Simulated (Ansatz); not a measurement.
Given:

Starting cell, ScPd (CsCl type):

```xyz
4
Lattice="6.4598 0.0000 0.0000 0.0000 3.2299 0.0000 0.0000 0.0000 3.2299" Properties=species:S:1:pos:R:3 pbc="T T T"
Sc     1.6149     1.6149     1.6149
Sc     4.8448     1.6149     1.6149
Pd     0.0000     0.0000     0.0000
Pd     3.2299     0.0000     0.0000
```

A phonon eigenvector at X = (0.5, 0.0, 0.0) is frozen into this cell: atom i moves by Q times the vector below, so Q is the largest atomic displacement, in Å. The cell is held. (q is in reciprocal vectors of the primitive cell; the cell shown is doubled to hold the pattern.)

```json
[
 {"atom": "Sc1", "x": "1.000", "y": "0.000", "z": "0.000"},
 {"atom": "Sc2", "x": "-1.000", "y": "0.000", "z": "0.000"}
]
```

Atoms not listed stay in place.

Calculation: LDA (plane waves to 420 eV, PAW, scalar-relativistic; Ansatz, a first-principles code). k mesh 7×14×14 (Γ-centred), Fermi-Dirac smearing 0.05 eV. E stands for the smeared free energy. With partly filled bands, energies and forces of such displacements shift with the k mesh and the smearing. ScPd is run without spin polarisation. ScPd was relaxed with its symmetry unable to fall. The zero of ΔE is the undisplaced structure.

The scan covers Q from -0.280 to 0.280 Å in 13 points.

Q: Is this a single well or a double well?

A: A single well with its minimum at or next to zero displacement.

Q: Which space group does the distorted structure have?

A: P4/mmm (No. 123), lowered from Pm-3m.

Q: What is the energy change at Q = 0.280 Å?

A: 1054 meV/cell.

Q: What harmonic wavenumber does the curvature at Q = 0 give?

A: 290 cm⁻¹.

(A displaced cell: forces are minus the slopes of the energy, force constants its curvatures, and phonons follow from these.)
